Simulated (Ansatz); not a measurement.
**Magnetic states of V2CdO4**

```
CELL_PARAMETERS angstrom
0.00000 4.34750 4.34750
4.34750 0.00000 4.34750
4.34750 4.34750 0.00000
ATOMIC_POSITIONS crystal
V 0.62500 0.62500 0.62500
V 0.12500 0.62500 0.62500
V 0.62500 0.62500 0.12500
V 0.62500 0.12500 0.62500
Cd 0.00000 0.00000 0.00000
Cd 0.25000 0.25000 0.25000
O 0.39400 0.39400 0.39400
O 0.43200 0.85600 0.85600
O 0.39400 0.39400 0.81800
O 0.85600 0.43200 0.85600
O 0.81800 0.39400 0.39400
O 0.85600 0.85600 0.85600
O 0.39400 0.81800 0.39400
O 0.85600 0.85600 0.43200
```

Method: r2SCAN in Ansatz 0.2.0, PAW datasets, plane waves to 500 eV, 6×6×6 Γ-centred mesh, fermi-dirac occupations of width 0.050 eV. The atoms are fixed and numbered as listed; spin is collinear, without spin-orbit coupling.

The cycle has several fixed points for this cell. Moments (μB):

```csv
state,V1,V2,V3,V4,other atoms together,size of the net moment a cell
A,0.00,0.00,0.00,0.00,0.00,0.00
B,1.54,1.54,1.54,1.54,0.11,8.00
C,1.51,1.51,1.51,-1.47,0.06,4.00
```

Site moments are taken in small spheres that don't touch (radius about 0.4 of the atom's shortest bond), so those of the magnetic atoms read low, and they needn't add up to the net moment. State A was run without spin polarisation.

Problem. Which state has the lowest energy at zero smearing, and how far up are the others?

Solution. State B (parallel moments) is lowest; C (antiparallel, not compensated) lies 3.0 meV above it, A (without moments) lies 289 meV above it, all counted an atom of the cell.

Problem. Which states have a gap on the mesh, and what pressure does each exert on this cell?

Solution. A: no gap, -5.4 GPa; B: gap 0.41 eV, 0.9 GPa; C: gap 0.30 eV, 0.7 GPa (positive in compression). Moments take up room: without them the pressure is lower, so that state wants a smaller cell.

Problem. How much does the cell gain by forming moments?

Solution. 289 meV an atom of the cell, or 1012 meV for each V atom, against state A, which has none. A run without spin would miss this and give wrong energies and forces. That state isn't the paramagnet, which keeps its moments, so this is no ordering energy.

The cell is that of a Crystallography Open Database entry, unchanged.

Caveats: only orders that fit this cell and collinear spins were tried, so the true order may need a larger cell or canted moments; atoms and cell are not relaxed, and each state would relax in its own way; semilocal functionals without U often misplace the states of 3d oxides, halides and chalcogenides; the k mesh is coarse, so differences of a few meV are uncertain where a state is a metal; one start a pattern, so a lower state of the same pattern may exist; the nearest magnetic atoms form triangles, which frustrates antiparallel coupling, so the true order may be non-collinear or need another cell; the atoms stand off equilibrium, with forces up to 0.7 eV/Å.
